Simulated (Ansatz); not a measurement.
A relaxed cell of CuNi4 is given with its symmetry left out. The cell was found from a structure generator's guess, not taken from experiment.

Method: Ansatz, DFT PBE, scalar-relativistic, plane waves, PAW. Cutoff 420 eV, Γ-centred mesh, Gaussian smearing, collinear spin.

```yaml
crystal:
  lattice:
    - [2.49228, 0.00000, 0.00000]
    - [-1.24614, 2.15838, 0.00000]
    - [0.00000, 0.00000, 20.62818]
  atoms:
    - { symbol: Cu, position: [0.66667, 0.33333, 0.75000] }
    - { symbol: Cu, position: [0.33333, 0.66667, 0.25000] }
    - { symbol: Ni, position: [0.66667, 0.33333, 0.14801] }
    - { symbol: Ni, position: [0.66667, 0.33333, 0.35199] }
    - { symbol: Ni, position: [0.66667, 0.33333, 0.54940] }
    - { symbol: Ni, position: [0.66667, 0.33333, 0.95060] }
    - { symbol: Ni, position: [0.33333, 0.66667, 0.04940] }
    - { symbol: Ni, position: [0.33333, 0.66667, 0.45060] }
    - { symbol: Ni, position: [0.33333, 0.66667, 0.64801] }
    - { symbol: Ni, position: [0.33333, 0.66667, 0.85199] }
```

Formation energies are uncorrected and refer to the elements' standard structures at the same level.

(1) What space group does it have?

(2) How far does it lie from the elements in energy?

(3) Is it a metal?

(4) Which magnetic moments does it keep?

Answers

(1) P6_3/mmc (No. 194), with Cu and Ni ordered on hcp sites. Conventional cell: a = 2.492 Å, c = 20.628 Å. Cu has 6 Cu at 2.49 Å and 6 Ni at 2.55 Å; around Ni on its first site lie 9 Ni at 2.49 Å and 3 Cu at 2.55 Å; Ni on its second site is surrounded by 12 Ni at 2.49 Å.

(2) +0.03 eV/atom. The separate elements lie lower, so it is unstable against them.

(3) Yes, bands cross the Fermi level on the 18×18×2 mesh.

(4) 0.44 μB per atom net, the space between the atoms included; by site: Ni 0.5 (×4), 0.7 (×4) μB.

The last run used collinear spin, an 18×18×2 mesh (in the run's order of axes) for its 10-atom cell and Gaussian smearing of 0.10 eV. The k mesh leaves some 4 meV/atom of noise in the energy of each metallic cell. The magnetic state reached may not be the lowest. A structure relaxed within its symmetry needn't be a true minimum.
